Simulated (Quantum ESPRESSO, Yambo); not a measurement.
For MgI₂ (CdI2 type, space group P-3m1, No. 164), Yambo gives the independent-particle static dielectric constant along x as 5.19 on PBEsol bands and 4.32 after a scissor of 1.72 eV widens every gap (6×6×4 mesh, 74 bands, 4 Ry local-field block, 0.2 eV broadening). Axes are Cartesian, with cell vectors (Å) (4.13, 0.00, 0.00), (-2.06, 3.57, 0.00), (0.00, 0.00, 6.83).

A scissor keeps the position matrix elements. In a one-oscillator model, how does ε − 1 scale, and what mean transition energy do the two values imply?

Each transition adds |r|²/E to ε − 1, so ε − 1 ∝ 1/(E0 + Δ). Then (4.32 − 1)/(5.19 − 1) = E0/(E0 + Δ) = 0.792, and E0 = Δ(ε' − 1)/(ε − ε') = 6.6 eV. The computed Im ε, weighted by 1/E up to 20 eV, has its mean at 6.8 eV; the smallest direct PBEsol gap is 3.62 eV. The scissor comes from a G0W0 run whose convergence isn't established. Convergence of the RPA response with its 6×6×4 mesh was not tested.

Bands from Quantum ESPRESSO.

Spin-orbit coupling is not included.

Geometry relaxed with PBE+D3(BJ); primitive cell a = b = 4.126 Å, c = 6.827 Å, α = β = 90.00°, γ = 120.00°.
